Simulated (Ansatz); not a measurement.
## A strain series on Si3N4 (P6_3/m): isotropic on every length

A 14-atom cell of Si3N4 (P6_3/m) from a materials database, relaxed with r2SCAN in the plane-wave code Ansatz, then strained (isotropic on every length; changes of length per length, axes as in the cell below) with the atoms relaxed again within the symmetry that is left. Space group P6_3/m (No. 176), hexagonal; a = 7.606 Å, c = 2.906 Å in the conventional setting, 10.40 Å³ an atom. Si has 4 N at 1.73–1.74 Å; N has 3 Si at 1.73 Å; N has 3 Si at 1.73–1.74 Å. Calculated for a static, non-magnetic cell.

```
Si N
1.0
     7.60566    0.00000    0.00000
    -3.80283    6.58670    0.00000
     0.00000    0.00000    2.90565
Si N
6 8
Direct
  0.23061 0.82457 0.75000
  0.40604 0.23061 0.25000
  0.82457 0.59396 0.25000
  0.17543 0.40604 0.75000
  0.59396 0.76939 0.75000
  0.76939 0.17543 0.25000
  0.33333 0.66667 0.75000
  0.66667 0.33333 0.25000
  0.96874 0.66968 0.75000
  0.29906 0.96874 0.25000
  0.66968 0.70094 0.25000
  0.33032 0.29906 0.75000
  0.03126 0.33032 0.25000
  0.70094 0.03126 0.75000
```

Gaps are the least over each mesh (PBE 6×6×8, r2SCAN 6×6×8, HSE06 3×3×6 when unstrained) and the special points, which keep their unstrained names; stress is the change from the unstrained cell, compression positive.

```csv
strain (%),"gap, PBE (eV)","gap, r2SCAN (eV)","gap, HSE06 (eV)","edges, HSE06","mean stress, r2SCAN (GPa)","energy rise, r2SCAN (meV/atom)"
-3.0,4.692,5.376,6.151,Γ–A (0.31) → Γ,+27.61,72.9
-2.0,4.573,5.248,6.025,Γ–A (0.32) → Γ,+17.31,31.5
-1.0,4.453,5.119,5.900,Γ–A (0.33) → Γ,+8.14,7.7
0.0,4.334,4.990,5.774,Γ–A (0.34) → Γ,0.00,0.0
+1.0,4.214,4.861,5.648,Γ–A (0.34) → Γ,-7.19,7.2
+2.0,4.094,4.732,5.522,Γ–A (0.35) → Γ,-13.53,28.2
+3.0,3.900,4.448,5.368,Γ–A (0.36) → Γ,-19.08,61.6
```

Between zero and the nearest strains the slope of the HSE06 gap against strain is -0.126 eV per percent for negative and -0.126 for positive strain.

Where an edge lies off the special points, it is a point of the mesh or the k point where a search put PBE's edge or least direct gap, reused for the other functionals, whose own edges may lie a little apart.

The meshes of the hybrids are coarse, so their gaps aren't converged to the digits shown.
